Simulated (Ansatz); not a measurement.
# Phonon dispersion of Hf$_{3}$TiN$_{4}$

Method: Ansatz, DFT PBE, scalar-relativistic, plane waves, PAW. Settings: 420 eV plane-wave cutoff, Γ-centred 12×12×4 mesh, Fermi-Dirac smearing of 0.15 eV. No spin polarisation. Phonons by linear response, acoustic sum rule imposed.

Equilibrium structure at this level:
```
CELL_PARAMETERS angstrom
3.11192 0.00000 0.00000
-1.55596 2.69500 0.00000
0.00000 0.00000 10.76173
ATOMIC_POSITIONS crystal
Hf 0.66667 0.33333 0.50000
Hf 0.33333 0.66667 0.75605
Hf 0.33333 0.66667 0.24395
Ti 0.66667 0.33333 0.00000
N 0.00000 0.00000 0.62739
N 0.00000 0.00000 0.11841
N 0.00000 0.00000 0.88159
N 0.00000 0.00000 0.37261
```

The structure comes from a generated guess, relaxed at this level; another structure or a mixture of phases may lie lower. In a metal, frequencies and elastic constants depend on the k mesh and the smearing, soft modes and shear constants most. Spin–orbit coupling is left out, which matters for heavy elements. The q mesh is coarse, so values between its points are rough.

Force constants from linear response on a 3×3×1 q mesh.

Question: Is the structure dynamically stable on the q mesh?

Answer: Yes, on this mesh: no mode is imaginary.

Question: Give the frequencies (cm⁻¹) at the zone-boundary points of high symmetry (interpolated where a point lies off the q mesh).

Answer:
```csv
point,q,frequencies
M,0.500 0.000 0.000,128 128 136 142 150 155 184 196 219 244 247 303 419 452 461 472 496 502 516 517 540 552 569 648
K,0.333 0.333 0.000,118 125 132 157 161 170 192 210 223 247 256 306 428 459 478 480 488 508 528 542 544 548 566 635
A,0.000 0.000 0.500,49 49 52 52 93 111 116 116 163 163 182 256 440 440 446 446 472 478 478 503 503 512 626 635
L,0.500 0.000 0.500,128 128 136 144 146 156 186 199 216 244 247 303 440 454 461 475 491 496 496 521 522 540 624 626
H,0.333 0.333 0.500,124 125 128 149 166 171 195 204 225 247 256 305 446 459 477 481 485 502 512 531 540 542 613 617
```
